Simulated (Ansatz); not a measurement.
SnSe2 (CdI2 type) (r2SCAN+rVV10 geometry), in Ansatz:

```
CELL_PARAMETERS angstrom
3.82515 0.00000 0.00000
-1.91257 3.31268 0.00000
0.00000 0.00000 6.22708
ATOMIC_POSITIONS crystal
Sn 0.00000 0.00000 0.00000
Se 0.33333 0.66667 0.25308
Se 0.66667 0.33333 0.74692
```

G0W0@PBE with 296 empty bands, a screening cutoff of 140 eV and a 6×6×2 mesh (PAW, contour deformation) gives 1.287 eV over the mesh points, from a PBE gap of 0.789 eV; it sums over 319 bands with 313 plane waves in the screening and a wave cutoff of 420 eV. G0W0 values are finite-basis, finite-mesh values. Calculated for a static, non-magnetic cell.

(1) Estimate the gap with mesh 6×6×4, empty bands 128, screening cutoff 80 eV.

(2) Estimate the gap with potentials of the kind norm-conserving.

Answers

(1) 1.274 eV (-0.013 eV), from a Kohn-Sham gap of 0.788 eV.

(2) 1.296 eV (+0.009 eV), from a Kohn-Sham gap of 0.788 eV.

Spin-orbit coupling is left out, which matters wherever the heavy atoms make up the band edges.
